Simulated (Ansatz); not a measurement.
The elements of this relaxed trial crystal are hidden behind letters.

```
lattice vectors (Å)
   4.6764    0.0000    0.0000
   0.0000    4.6764    0.0000
   0.0000    0.0000    4.9153
fractional positions
X 0.0000 0.0000 0.0000
Z 0.0000 0.5000 0.5000
Z 0.5000 0.0000 0.5000
Q 0.5000 0.5000 0.2203
Q 0.5000 0.5000 0.7797
```

The calculation used Ansatz 0.2.0, DFT PBE, scalar-relativistic, plane waves, PAW. Cutoff 420 eV, Γ-centred 8×8×8 mesh (5-atom cell), Gaussian smearing of 0.10 eV, no spin polarisation.

- Space group: P4/mmm (No. 123)
- Conventional cell: a = 4.676 Å, c = 4.915 Å
- Volume per atom: 21.50 Å³
- Density: 6.56 g/cm³
- Energy over the elements: +0.11 eV/atom
- Gap on the 8×8×8 mesh of the 5-atom cell: 0 eV (a metal)

Energies are uncorrected and count from the elements' standard states at the same level.

Question: X is an s-block element of period 5, Z is a p-block element of period 4 and Q is a d-block element of period 5. Which elements are they?

Answer: X = Sr, Z = Ge, Q = Mo, so the formula is SrGe2Mo2. Density times volume gives a mean mass of 6.56 × 21.50/1.6605 = 84.9 u per atom, and this set has 85.0 u. Around Sr lie 8 Ge at 3.39 Å and 8 Mo at 3.48 Å; around Ge lie 4 Mo at 2.71 Å, 4 Ge at 3.31 Å and 4 Sr at 3.39 Å; around Mo lie 1 Mo at 2.17 Å, 4 Ge at 2.71 Å, 1 Mo at 2.75 Å and 4 Sr at 3.48 Å. Other sets within the hints have nearly the same mass, so mass alone doesn't settle it; this one was computed.

A structure relaxed within its symmetry needn't be a true minimum. Another cell of SrGe2Mo2 relaxed alike, in P4/mmm, lies 44 meV/atom lower, so this cell isn't the stable form at this level.
